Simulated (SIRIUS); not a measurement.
Consider a self-consistent single point of Te2Mo (P6_3/mmc, 6 atoms in the cell; from Materials Project mp-602, changed as shown).

```
Te2Mo
1.0
    3.56565     0.00000     0.00000
   -1.78283     3.08794     0.00000
    0.00000     0.00000    14.35482
Te Mo
4 2
Direct
  0.33333   0.66667   0.62782
  0.66667   0.33333   0.37218
  0.66667   0.33333   0.12782
  0.33333   0.66667   0.87218
  0.33333   0.66667   0.25000
  0.66667   0.33333   0.75000
```

Method: PBE, SSSP 1.1.2 precision PBE pseudopotentials (plane waves; SIRIUS).

SIRIUS settings:

```
key                                                                         value
--------------------------------------  -----------------------------------------
parameters.ngridk                                                           5 5 1
parameters.xc_functionals                            [XC_GGA_X_PBE, XC_GGA_C_PBE]
parameters.gk_cutoff                                                 9.487 1/bohr
parameters.pw_cutoff                                                    30 1/bohr
parameters.smearing                                                      gaussian
parameters.smearing_width                                          0.000367493 Ha
potentials                              SSSP 1.1.2 precision PBE pseudopotentials
parameters.electronic_structure_method                            pseudopotential
parameters.num_bands                                                           31
parameters.num_mag_dims                                                         0
parameters.num_dft_iter                                                       100
parameters.energy_tol                                                    1e-07 Ha
parameters.density_tol                                                      1e-06
mixer.type                                                               anderson
mixer.beta                                                                    0.3
mixer.use_hartree                                                            true
```

Results:

| Item | Result |
|---|---|
| Number of valence electrons | 52 |
| Number of bands | 31 |
| Number of k-points after the program's reduction | 5 |
| Number of plane waves (most at a k-point) | 15402 |
| Number of SCF iterations | 22 |
| FFT grid | 72 × 72 × 270 |
| Free energy E − TS | -5175.3747 eV |
| Pressure | 3.95 GPa |
| Largest force (vector length) | 0.794 eV/Å |

Forces (eV/Å):
```tsv
atom	Fx	Fy	Fz
Te1	0.000	0.000	-0.794
Te2	0.000	0.000	0.794
Te3	0.000	0.000	-0.794
Te4	0.000	0.000	0.794
Mo5	0.000	0.000	0.000
Mo6	0.000	0.000	0.000
```

Stress (GPa, positive for compression):
```
2.63  0.00  0.00
0.00  2.63  0.00
0.00  0.00  6.59
```

For comparison: a first run was changed to give this one (lattice vector c scaled by 0.98), and from it to this one the free energy goes up by 15.4 meV/atom, the pressure goes from 1.63 to 3.95 GPa and the largest force goes from 0.280 to 0.794 eV/Å.

Spin-orbit coupling is left out, which matters for bands and gaps with elements this heavy. The structure comes from a collection of computed structures, made at another level of theory; the collection holds predicted forms beside known ones.

Cost on one core: very roughly 100 core-seconds.
